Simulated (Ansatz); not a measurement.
From a trial cell to the properties of Li (bcc)

**The experiment.** The Crystallography Open Database holds a measured cell of cubic Li (space group Im-3m) at 293 K (1963): a = 3.509 Å, 21.61 Å³/atom.

Level of theory: DFT, PBEsol, scalar-relativistic, no spin polarisation; plane waves to 420 eV with PAW datasets (Ansatz 0.2.0), 16×16×16 k-mesh, Gaussian smearing of 0.05 eV; PAW files: Ansatz's generated set soft_2.

Starting cell, 2 % under the database's volume:

```yaml
crystal:
  lattice:
    - [-1.74500, 1.74500, 1.74500]
    - [1.74500, -1.74500, 1.74500]
    - [1.74500, 1.74500, -1.74500]
  atoms:
    - { symbol: Li, position: [0.00000, 0.00000, 0.00000] }
```

The first steps of the search for zero pressure:

| run | level | k-mesh | kind | V (Å³/atom) | P (GPa) | gap on the mesh (eV) |
| --- | --- | --- | --- | --- | --- | --- |
| 1 | PBEsol | 16×16×16 | fixed cell | 21.25 | -0.6 | metal |
| 2 | PBEsol | 16×16×16 | fixed cell | 21.17 | -0.6 | metal |

At which volume does PBEsol reach zero pressure?

20.27 Å³/atom, about 4.6 % under the start.

The steps that followed:

| run | level | k-mesh | kind | V (Å³/atom) | P (GPa) | E − E(final) (meV/atom) | gap on the mesh (eV) |
| --- | --- | --- | --- | --- | --- | --- | --- |
| 3 | PBEsol | 16×16×16 | fixed cell | 20.27 | 0.0 | 0.0 | metal |

Cell and atoms are those of this level's equilibrium.

The final structure (symmetry read at 0.01 Å). Symmetry: Im-3m, No. 229, cubic system. Conventional cell: a = 3.435 Å, b = 3.435 Å, c = 3.435 Å, α = 90.00°, β = 90.00°, γ = 90.00°. Li (site symmetry m-3m) is surrounded by 8 Li at 2.98 Å. (Neighbours are counted to 15 % beyond the shortest distance.)

- At the final geometry the gap, band path included, is zero (metallic).

**Reading the result.**

With 3 valence electrons in the calculation's cell and no magnetic order, the bands, two electrons each, can't all be full or empty: band theory demands a metal.

**Comparison.** The computed cell (3.435 Å, 20.27 Å³/atom) differs from the database's by −6.2 % in volume, about −2.1 % in length. That is a large miss for PBEsol, or the entry is off.
